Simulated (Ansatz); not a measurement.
Values for one crystal, relaxed and computed with the program Ansatz at the PBEsol level (PAW); other levels are named.

| Property | Result |
|---|---|
| Volume per atom | 19.03 Å³ |
| Electronic character | metallic (no gap) |
| Formation energy from the elements (no fitted shifts) | 23 kJ/mol of atoms |
| Density of states at the Fermi level | 1.0 states/eV per atom (mean over ±0.08 eV) |

Q: Which compound is it?
A) AlNi, Cmcm (Al on 4c, Ni on 4c)
B) AlRu, Cmcm (Al on 4c, Ru on 4c)
C) ZrAg, rock salt
D) ZrMo, Cmcm (Zr on 4c, Mo on 4c)

A: D, ZrMo, Cmcm (Zr on 4c, Mo on 4c)

The start of the workflow was typed in or built on a structure type; neither database checked (COD, Materials Project) lists it. Its standing as an ambient phase is unchecked. Symmetry was held in the PBEsol relaxation; its stability against distortions is not shown here. The run is not spin-polarised. Its formation energy is positive at this level, so the cell may be metastable or incomplete. The references are the lowest solids computed at this level, not always the standard phases. Spin–orbit coupling is left out wherever it is not named.

Potentials: the earlier of the program's two PAW sets. The files were generated under PBE; for other functionals the program regenerates the frozen cores, and for LDA and PBEsol the local potential too.
